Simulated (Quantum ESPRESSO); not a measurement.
## Band energies of CaO

```
CELL_PARAMETERS angstrom
      0.00000     2.38145     2.38145
      2.38145     0.00000     2.38145
      2.38145     2.38145     0.00000
ATOMIC_POSITIONS crystal
  O  0.50000 0.50000 0.50000
  Ca 0.00000 0.00000 0.00000
```

PBEsol (Quantum ESPRESSO, PseudoDojo norm-conserving, 84 Ry, without SOC); path ΓXWKΓLUWLK,UX; energies in eV from the valence-band maximum.

```csv
k (1/Å),point,band 4,band 5,band 6,band 7,band 8,band 9,band 10,band 11
0.00,Γ,-18.11,-15.44,0.00,0.00,0.00,4.82,6.27,6.27
0.33,,-18.15,-15.14,-0.87,-0.12,-0.12,5.58,5.71,6.87
0.66,,-18.24,-14.84,-1.74,-0.30,-0.30,4.66,6.74,8.21
1.10,,-18.35,-15.10,-1.46,-0.37,-0.37,3.68,8.09,8.99
1.32,X,-18.36,-15.20,-1.30,-0.37,-0.37,3.55,8.26,9.09
1.43,,-18.37,-15.17,-1.30,-0.44,-0.41,3.66,8.31,9.15
1.76,,-18.47,-14.85,-1.22,-1.11,-0.82,5.00,7.77,8.56
1.98,W,-18.58,-14.74,-1.34,-1.07,-1.07,6.35,6.35,8.60
2.21,,-18.38,-14.76,-1.36,-1.18,-0.90,5.46,7.43,8.68
2.45,K,-18.29,-14.77,-1.38,-1.22,-0.81,5.12,8.11,8.79
2.55,,-18.27,-14.64,-1.65,-1.17,-0.94,5.69,7.71,8.86
2.85,,-18.18,-14.42,-2.13,-1.16,-0.94,6.70,7.21,8.17
3.24,,-18.12,-14.68,-1.64,-0.84,-0.44,6.05,6.82,7.05
3.54,,-18.11,-15.16,-0.64,-0.30,-0.12,5.55,6.12,6.48
3.84,Γ,-18.11,-15.44,0.00,0.00,0.00,4.82,6.27,6.27
4.26,,-18.13,-14.96,-1.02,-0.43,-0.43,6.06,6.30,6.84
4.57,,-18.15,-14.42,-2.10,-0.94,-0.94,6.52,7.72,7.76
4.99,L,-18.17,-14.10,-2.74,-1.26,-1.26,7.15,8.53,8.53
5.29,,-18.19,-14.25,-2.45,-1.22,-1.17,6.93,7.47,8.63
5.59,,-18.26,-14.58,-1.80,-1.17,-0.97,5.84,7.66,8.97
5.79,U,-18.29,-14.77,-1.38,-1.22,-0.81,5.12,8.11,8.79
6.03,,-18.38,-14.76,-1.36,-1.18,-0.90,5.46,7.43,8.68
6.26,W,-18.58,-14.74,-1.34,-1.07,-1.07,6.35,6.35,8.60
6.35,,-18.50,-14.73,-1.39,-1.08,-1.05,6.37,6.37,8.63
6.63,,-18.29,-14.52,-1.91,-1.13,-1.06,6.68,6.68,9.00
7.01,,-18.18,-14.16,-2.62,-1.24,-1.23,7.11,7.77,8.57
7.19,L,-18.17,-14.10,-2.74,-1.26,-1.26,7.15,8.53,8.53
7.28,,-18.17,-14.11,-2.71,-1.25,-1.25,7.14,8.16,8.54
7.55,,-18.20,-14.30,-2.34,-1.20,-1.14,6.77,7.43,8.68
7.91,,-18.28,-14.69,-1.55,-1.19,-0.88,5.42,7.89,8.86
8.00,K,-18.29,-14.77,-1.38,-1.22,-0.81,5.12,8.11,8.79
8.00,U,-18.29,-14.77,-1.38,-1.22,-0.81,5.12,8.11,8.79
8.10,,-18.32,-14.89,-1.25,-1.10,-0.68,4.62,8.51,8.67
8.47,X,-18.36,-15.20,-1.30,-0.37,-0.37,3.55,8.26,9.09
```

The PBEsol gap is indirect, 3.55 eV, from Γ to X; the smallest direct gap is 3.92 eV.

Geometry relaxed with PBEsol.
